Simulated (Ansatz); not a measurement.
Phonon spectrum of TiGe$_{4}$Mo

Method: DFT PBE, scalar-relativistic, plane waves, PAW in Ansatz 0.2.0. Settings: 420 eV plane-wave cutoff, Γ-centred 12×12×6 mesh, Fermi-Dirac smearing of 0.15 eV. No spin polarisation. Phonons by linear response, acoustic sum rule imposed.

The cell, relaxed at this level:
```
CELL_PARAMETERS angstrom
3.34248 0.00000 0.00000
0.00000 3.34248 0.00000
0.00000 0.00000 8.49539
ATOMIC_POSITIONS crystal
Ti 0.50000 0.50000 0.50000
Ge 0.00000 0.00000 0.66628
Ge 0.50000 0.50000 0.15983
Ge 0.00000 0.00000 0.33372
Ge 0.50000 0.50000 0.84017
Mo 0.00000 0.00000 0.00000
```

The cell was found from a structure generator's guess, not taken from experiment. In a metal, frequencies and elastic constants depend on the k mesh and the smearing, soft modes and shear constants most. The q mesh is coarse, so values between its points are rough.

Force constants from linear response on a 2×2×1 q mesh.

Q: Is the structure dynamically stable on the q mesh?

A: Yes, on this mesh: no mode is imaginary.

Q: Give the frequencies (cm⁻¹) at the zone-boundary points of high symmetry (interpolated where a point lies off the q mesh).

A:
```csv
point,q,frequencies
X,0.000 0.500 0.000,113 117 125 126 132 137 154 154 154 169 169 180 205 208 226 232 243 252
M,0.500 0.500 0.000,113 113 134 140 140 143 167 168 168 183 204 204 206 208 208 231 259 259
Z,0.000 0.000 0.500,64 64 80 80 83 113 138 138 160 160 180 192 192 197 223 223 224 231
R,0.000 0.500 0.500,123 124 124 125 127 132 140 155 155 167 169 194 201 214 222 226 247 251
A,0.500 0.500 0.500,123 123 128 128 138 143 160 176 176 186 189 189 205 222 222 232 255 255
```
